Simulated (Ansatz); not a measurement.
TiS2 (CdI2 type): energy against volume

TiS2 (CdI2 type)

```
TiS2
1.0
    3.36050     0.00000     0.00000
   -1.68025     2.91028     0.00000
    0.00000     0.00000     5.52286
Ti S
1 2
Direct
  0.00000   0.00000   0.00000
  0.33333   0.66667   0.25856
  0.66667   0.33333   0.74144
```

This relaxed cell (volume V₀) is scaled evenly in all directions, its shape held. The atoms relax within the cell's symmetry.

Method: PBE-D3(BJ) (plane waves to 420 eV, PAW, scalar-relativistic; Ansatz, an electronic-structure program). k mesh 16×16×9 (Γ-centred), Fermi-Dirac smearing 0.05 eV. Energies are smeared free energies. Stress and pressure are positive under compression. With the shape held, the modulus is that of even scaling; a crystal free to change shape is softer. At this level the bands of TiS2 touch or barely overlap. The PAW data are Ansatz's earlier set. TiS2 is run without spin polarisation. TiS2 was relaxed with its symmetry unable to fall. ΔE is measured from the relaxed starting cell.

| V (Å³/atom) | ΔE (meV/atom) | P (GPa) |
|---|---|---|
| 16.924 | 11 | 3.6 |
| 17.104 | 8 | 2.9 |
| 17.284 | 5 | 2.2 |
| 17.464 | 3 | 1.6 |
| 17.644 | 1 | 1.1 |
| 17.824 | 0 | 0.5 |
| 18.004 | 0 | 0.0 |
| 18.185 | 0 | -0.5 |
| 18.365 | 1 | -1.0 |
| 18.545 | 2 | -1.4 |
| 18.725 | 4 | -1.8 |
| 18.905 | 6 | -2.2 |
| 19.085 | 9 | -2.6 |

Key numbers:

```yaml
pressure_at_the_smallest_volume: 3.6 GPa
energy_cost_of_the_largest_compression: 11 meV/atom
energy_cost_of_the_largest_expansion: 9 meV/atom
Bulk modulus at fixed cell shape B₀ (third-order Birch-Murnaghan fit): 50.4 GPa
Pressure derivative B₀′ (fit): 4.3
equilibrium_volume_of_the_fit: 18.01 Å³/atom
Pressure for 5 % compression (fit): 2.9 GPa
```

The 13 points together took roughly 2.0 core-minutes.

(Under strain, the slope of the energy per volume gives the stress and its curvature an elastic modulus.)
